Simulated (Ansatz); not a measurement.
Formation energies in the Te–Ti system, lowest calculated structure of each composition. The numbers are results of r2SCAN (plane waves to 500 eV, PAW, scalar-relativistic; Ansatz, a first-principles code), not measurements. Element references, the lowest calculated here: Te (P3₁21), Ti (P6/mmm, not the ambient form).

```
phase  x(Ti)  space group  E_f (eV/atom)
-----  -----  -----------  -------------
Te     0.000        P3₁21           0.00
TiTe2  0.333        P-3m1          -0.83
TiTe   0.500        Pm-3m          -0.46
Ti     1.000       P6/mmm           0.00
```

**Question.** Construct the convex hull: which compounds lie on it, and how far above it are the others?

**Answer.** For TiTe a lower structure may exist, so the energies are upper bounds and are not judged. On the hull: TiTe2. TiTe 0.16 eV/atom above.

This is the hull of the energies calculated here, no anion corrections; phases that were not calculated are missing from it. Values are rounded to 0.01 eV/atom. Not shown to be the ambient phase of their composition (a lower form may be missing, and a cell relaxed within its start's symmetry can be a saddle point): TiTe (Pm-3m). Spin-orbit coupling is missing from these energies, which matters for elements this heavy. The compounds carry no spin polarisation.
